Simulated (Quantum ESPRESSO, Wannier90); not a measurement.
Tight-binding from DFT: SnH₄(NF)₂ (C2/m)

```
begin unit_cell_cart
ang
    0.0000000000    3.3032900000    0.0000000000
   -1.3949190000    0.0000000000    4.9059330000
    5.4269350000   -1.6516450000    0.0000000000
end unit_cell_cart
begin atoms_frac
Sn   0.0000000000  0.0000000000  0.0000000000
H    0.3908400000 -0.4334900000 -0.2183200000
H   -0.3908400000  0.4334900000  0.2183200000
H    0.2979700000 -0.2226300000 -0.4040600000
H   -0.2979700000  0.2226300000  0.4040600000
N    0.3917800000 -0.2321000000 -0.2164400000
N   -0.3917800000  0.2321000000  0.2164400000
F    0.1203000000 -0.2474400000  0.2406000000
F   -0.1203000000  0.2474400000 -0.2406000000
end atoms_frac
```

Structure: Materials Project mp-643902, symmetrised, not relaxed again. COD (Crystallography Open Database) has an entry of this formula and space group (matched by these alone). Level: PBEsol, no spin polarisation, no spin-orbit coupling; pw.x of Quantum ESPRESSO at 68 Ry with PseudoDojo potentials, 6×4×6 k-points, Wannier90. Density: 10×6×10 mesh, cold smearing 0.01 Ry. The cell is built of weakly bound layers, chains or molecules. Database cells relaxed without dispersion often hold them too far apart, which can enlarge gaps and weakens couplings between them; spacing and stacking were not compared with the measured crystal. Spin-orbit coupling is left out although heavy elements are present.

A tight-binding model is made by disentanglement and projection with no localisation steps (num_iter = 0), so the 24 orbitals stay atom-like: hydrogen-like Sn: s;p; H: s; N: s;p; F: s;p, axes along x, y, z; frozen window up to 4.52 eV relative to the valence-band maximum. It follows pw.x to 0.8 meV rms for states up to 4.0 eV relative to the valence-band maximum. Matrix elements depend on this choice of orbitals and windows. Bands 3–6 (Sn 4d 98 %), 7 (Sn 4d 70 %, F 2s 25 %) lie between the kept ones and are excluded.

What are the on-site energies relative to the valence-band maximum, and how fast do the hoppings decay?


| atom | orbitals | energy (eV) |
|---|---|---|
| Sn1 | s | 1.34 |
| Sn1 | pz | 7.67 |
| Sn1 | px | 7.82 |
| Sn1 | py | 8.48 |
| H2 | s | 4.21 |
| H3 | s | 4.21 |
| H4 | s | 4.80 |
| H5 | s | 4.80 |
| N6 | s | -8.69 |
| N6 | pz | -0.89 |
| N6 | px | -0.64 |
| N6 | py | -0.56 |
| N7 | s | -8.69 |
| N7 | pz | -0.89 |
| N7 | px | -0.64 |
| N7 | py | -0.56 |
| F8 | s | -21.15 |
| F8 | pz | -2.71 |
| F8 | px | -3.07 |
| F8 | py | -2.40 |
| F9 | s | -21.15 |
| F9 | pz | -2.71 |
| F9 | px | -3.07 |
| F9 | py | -2.40 |

| distance of the centres (Å) | largest modulus (eV) |
|---|---|
| 1–2 | 6.9 |
| 2–3 | 1.8 |
| 3–4 | 0.70 |
| 4–5 | 0.25 |
| 5–6 | 0.13 |
| 6–7 | 0.055 |
| 7–8 | 0.0088 |
| 8–9 | 0.011 |
